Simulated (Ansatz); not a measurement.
Geometry optimisation in Ansatz: input, command and trajectory.

```yaml
crystal:
  lattice:
    - [7.1386768439, 0.0, 0.0]
    - [-3.5693384219, 6.1822754962, 0.0]
    - [0.0, 0.0, 6.0989406073]
  atoms:
    - { symbol: Sr, position: [0.3333333333, 0.6666666667, 0.75] }
    - { symbol: Sr, position: [0.6666666667, 0.3333333333, 0.25] }
    - { symbol: Fe, position: [0.0, 0.0, 0.5], spin: 2.59 }
    - { symbol: Fe, position: [0.0, 0.0, 0.0], spin: 2.59 }
    - { symbol: Br, position: [0.146, 0.2919999999, 0.25] }
    - { symbol: Br, position: [0.854, 0.146, 0.75] }
    - { symbol: Br, position: [0.854, 0.7080000001, 0.75] }
    - { symbol: Br, position: [0.146, 0.854, 0.25] }
    - { symbol: Br, position: [0.7080000001, 0.854, 0.25] }
    - { symbol: Br, position: [0.2919999999, 0.146, 0.75] }
basis:
  ecutwfc: 420
kpoints:
  mp_grid: { grid: [3, 3, 4] }
hamiltonian:
  xc: pbe
scf:
  occupations: { method: gaussian, width: 0.1 }
  lower_state_search: "off"
output:
  forces: true
  stress: true
  eigenvalues: true
  populations: true
magnetization:
  spin_polarized: true
relax:
  adjacent_minimum: "off"
  f_tol: 0.04
  max_steps: 70
  cell: { stress_tol: 0.4 }
```

```bash
ansatz run input.yaml --threads 1 --pin off --max-ram 2560MiB --backend cpu --events-out ev --progress --plain --runs-dir out
```

These are results of Ansatz 0.2.0, DFT PBE, scalar-relativistic, plane waves, PAW, not measurements.

Of 9 frames 9 are shown, positions in Å and forces in eV/Å; the SCF threshold varies from step to step. Steps run on the plane waves of an earlier cell, with a Pulay correction in the pressure. The basis is chosen afresh for the last frame, the zero of the energies, and at times for earlier ones too; energy and pressure can step there, also at an unchanged geometry. Where two frames share a geometry here, they differ by under 2 meV/atom and 0.3 GPa.

```xyz
10
Lattice="7.1387 0.0000 0.0000 -3.5693 6.1823 0.0000 0.0000 0.0000 6.0989" Properties=species:S:1:pos:R:3:forces:R:3 pbc="T T T" step=1 free_energy_over_end_meV_per_atom=410.91 pressure_GPa=7.11
Sr    0.0000    4.1215    4.5742    0.0000    0.0000    0.0000
Sr    3.5693    2.0608    1.5247    0.0000    0.0000    0.0000
Fe    0.0000    0.0000    3.0495    0.0000    0.0000    0.0000
Fe    0.0000    0.0000    0.0000    0.0000    0.0000    0.0000
Br    0.0000    1.8052    1.5247    0.0000    3.3601    0.0000
Br    5.5753    0.9026    4.5742   -2.9099    1.6801    0.0000
Br    3.5693    4.3771    4.5742    0.0000   -3.3601    0.0000
Br   -2.0060    5.2797    1.5247    2.9099   -1.6801    0.0000
Br    2.0060    5.2797    1.5247   -2.9099   -1.6801    0.0000
Br    1.5634    0.9026    4.5742    2.9099    1.6801    0.0000
10
Lattice="7.1063 0.0000 0.0000 -3.5532 6.1543 0.0000 0.0000 0.0000 6.0742" Properties=species:S:1:pos:R:3:forces:R:3 pbc="T T T" step=2 free_energy_over_end_meV_per_atom=157.94 pressure_GPa=2.25
Sr    0.0000    4.1028    4.5557    0.0000    0.0000    0.0000
Sr    3.5532    2.0514    1.5186    0.0000    0.0000    0.0000
Fe    0.0000    0.0000    3.0371    0.0000    0.0000    0.0000
Fe    0.0000    0.0000    0.0000    0.0000    0.0000    0.0000
Br    0.0000    1.9908    1.5186    0.0000    1.2632    0.0000
Br    5.3822    0.9954    4.5557   -1.0940    0.6316    0.0000
Br    3.5532    4.1634    4.5557    0.0000   -1.2632    0.0000
Br   -1.8290    5.1588    1.5186    1.0940   -0.6316    0.0000
Br    1.8290    5.1588    1.5186   -1.0940   -0.6316    0.0000
Br    1.7241    0.9954    4.5557    1.0940    0.6316    0.0000
10
Lattice="7.0902 0.0000 0.0000 -3.5451 6.1403 0.0000 0.0000 0.0000 5.9645" Properties=species:S:1:pos:R:3:forces:R:3 pbc="T T T" step=3 free_energy_over_end_meV_per_atom=96.02 pressure_GPa=0.97
Sr    0.0000    4.0935    4.4734    0.0000    0.0000    0.0000
Sr    3.5451    2.0468    1.4911    0.0000    0.0000    0.0000
Fe    0.0000    0.0000    2.9822    0.0000    0.0000    0.0000
Fe    0.0000    0.0000    0.0000    0.0000    0.0000    0.0000
Br    0.0000    2.1144    1.4911    0.0000    0.3752    0.0000
Br    5.2590    1.0572    4.4734   -0.3249    0.1876    0.0000
Br    3.5451    4.0258    4.4734    0.0000   -0.3752    0.0000
Br   -1.7139    5.0831    1.4911    0.3249   -0.1876    0.0000
Br    1.7139    5.0831    1.4911   -0.3249   -0.1876    0.0000
Br    1.8312    1.0572    4.4734    0.3249    0.1876    0.0000
10
Lattice="7.2417 0.0000 0.0000 -3.6208 6.2715 0.0000 0.0000 0.0000 5.6701" Properties=species:S:1:pos:R:3:forces:R:3 pbc="T T T" step=4 free_energy_over_end_meV_per_atom=56.13 pressure_GPa=0.15
Sr    0.0000    4.1810    4.2525    0.0000    0.0000    0.0000
Sr    3.6208    2.0905    1.4175    0.0000    0.0000    0.0000
Fe    0.0000    0.0000    2.8350    0.0000    0.0000    0.0000
Fe    0.0000    0.0000    0.0000    0.0000    0.0000    0.0000
Br    0.0000    2.2581    1.4175    0.0000   -0.2777    0.0000
Br    5.2861    1.1291    4.2525    0.2405   -0.1388    0.0000
Br    3.6208    4.0134    4.2525    0.0000    0.2777    0.0000
Br   -1.6653    5.1424    1.4175   -0.2405    0.1388    0.0000
Br    1.6653    5.1424    1.4175    0.2405    0.1388    0.0000
Br    1.9556    1.1291    4.2525   -0.2405   -0.1388    0.0000
10
Lattice="7.4367 0.0000 0.0000 -3.7184 6.4404 0.0000 0.0000 0.0000 5.3750" Properties=species:S:1:pos:R:3:forces:R:3 pbc="T T T" step=5 free_energy_over_end_meV_per_atom=22.83 pressure_GPa=0.16
Sr    0.0000    4.2936    4.0313    0.0000    0.0000    0.0000
Sr    3.7184    2.1468    1.3438    0.0000    0.0000    0.0000
Fe    0.0000    0.0000    2.6875    0.0000    0.0000    0.0000
Fe    0.0000    0.0000    0.0000    0.0000    0.0000    0.0000
Br    0.0000    2.3395    1.3438    0.0000   -0.2587    0.0000
Br    5.4106    1.1698    4.0313    0.2241   -0.1294    0.0000
Br    3.7184    4.1009    4.0313    0.0000    0.2587    0.0000
Br   -1.6923    5.2706    1.3438   -0.2241    0.1294    0.0000
Br    1.6923    5.2706    1.3438    0.2241    0.1294    0.0000
Br    2.0261    1.1698    4.0313   -0.2241   -0.1294    0.0000
10
Lattice="7.6739 0.0000 0.0000 -3.8369 6.6458 0.0000 0.0000 0.0000 5.0777" Properties=species:S:1:pos:R:3:forces:R:3 pbc="T T T" step=6 free_energy_over_end_meV_per_atom=2.56 pressure_GPa=0.56
Sr    0.0000    4.4305    3.8083    0.0000    0.0000    0.0000
Sr    3.8369    2.2153    1.2694    0.0000    0.0000    0.0000
Fe    0.0000    0.0000    2.5389    0.0000    0.0000    0.0000
Fe    0.0000    0.0000    0.0000    0.0000    0.0000    0.0000
Br    0.0000    2.4067    1.2694    0.0000   -0.0531    0.0000
Br    5.5896    1.2034    3.8083    0.0460   -0.0265    0.0000
Br    3.8369    4.2391    3.8083    0.0000    0.0531    0.0000
Br   -1.7527    5.4424    1.2694   -0.0460    0.0265    0.0000
Br    1.7527    5.4424    1.2694    0.0460    0.0265    0.0000
Br    2.0843    1.2034    3.8083   -0.0460   -0.0265    0.0000
10
Lattice="7.7989 0.0000 0.0000 -3.8995 6.7541 0.0000 0.0000 0.0000 5.0522" Properties=species:S:1:pos:R:3:forces:R:3 pbc="T T T" step=7 free_energy_over_end_meV_per_atom=1.24 pressure_GPa=-0.27
Sr    0.0000    4.5027    3.7891    0.0000    0.0000    0.0000
Sr    3.8995    2.2514    1.2630    0.0000    0.0000    0.0000
Fe    0.0000    0.0000    2.5261    0.0000    0.0000    0.0000
Fe    0.0000    0.0000    0.0000    0.0000    0.0000    0.0000
Br    0.0000    2.4271    1.2630    0.0000    0.0734    0.0000
Br    5.6970    1.2135    3.7891   -0.0636    0.0367    0.0000
Br    3.8995    4.3270    3.7891    0.0000   -0.0734    0.0000
Br   -1.7975    5.5405    1.2630    0.0636   -0.0367    0.0000
Br    1.7975    5.5405    1.2630   -0.0636   -0.0367    0.0000
Br    2.1019    1.2135    3.7891    0.0636    0.0367    0.0000
10
Lattice="7.8067 0.0000 0.0000 -3.9033 6.7608 0.0000 0.0000 0.0000 5.0005" Properties=species:S:1:pos:R:3:forces:R:3 pbc="T T T" step=8 free_energy_over_end_meV_per_atom=0.77 pressure_GPa=0.11
Sr    0.0000    4.5072    3.7504    0.0000    0.0000    0.0000
Sr    3.9033    2.2536    1.2501    0.0000    0.0000    0.0000
Fe    0.0000    0.0000    2.5002    0.0000    0.0000    0.0000
Fe    0.0000    0.0000    0.0000    0.0000    0.0000    0.0000
Br    0.0000    2.4438    1.2501    0.0000    0.0046    0.0000
Br    5.6903    1.2219    3.7504   -0.0040    0.0023    0.0000
Br    3.9033    4.3170    3.7504    0.0000   -0.0046    0.0000
Br   -1.7870    5.5389    1.2501    0.0040   -0.0023    0.0000
Br    1.7870    5.5389    1.2501   -0.0040   -0.0023    0.0000
Br    2.1164    1.2219    3.7504    0.0040    0.0023    0.0000
10
Lattice="7.8067 0.0000 0.0000 -3.9033 6.7608 0.0000 0.0000 0.0000 5.0005" Properties=species:S:1:pos:R:3:forces:R:3 pbc="T T T" step=9 free_energy_over_end_meV_per_atom=0.00 pressure_GPa=0.19
Sr    0.0000    4.5072    3.7504    0.0000    0.0000    0.0000
Sr    3.9033    2.2536    1.2501    0.0000    0.0000    0.0000
Fe    0.0000    0.0000    2.5002    0.0000    0.0000    0.0000
Fe    0.0000    0.0000    0.0000    0.0000    0.0000    0.0000
Br    0.0000    2.4438    1.2501    0.0000    0.0042    0.0000
Br    5.6903    1.2219    3.7504   -0.0036    0.0021    0.0000
Br    3.9033    4.3170    3.7504    0.0000   -0.0042    0.0000
Br   -1.7870    5.5389    1.2501    0.0036   -0.0021    0.0000
Br    1.7870    5.5389    1.2501   -0.0036   -0.0021    0.0000
Br    2.1164    1.2219    3.7504    0.0036    0.0021    0.0000
```

The start puts this composition into another compound's structure type, which needn't suit it. At the end the space group is P6_3/mmc (tolerance 0.05 Å).

Time: 4.4 min on 1 thread of Arm Neoverse V1 (shared host), peak memory 0.67 GiB.

The k mesh is coarse. Moments started parallel, and an antiferromagnetic order may lie lower.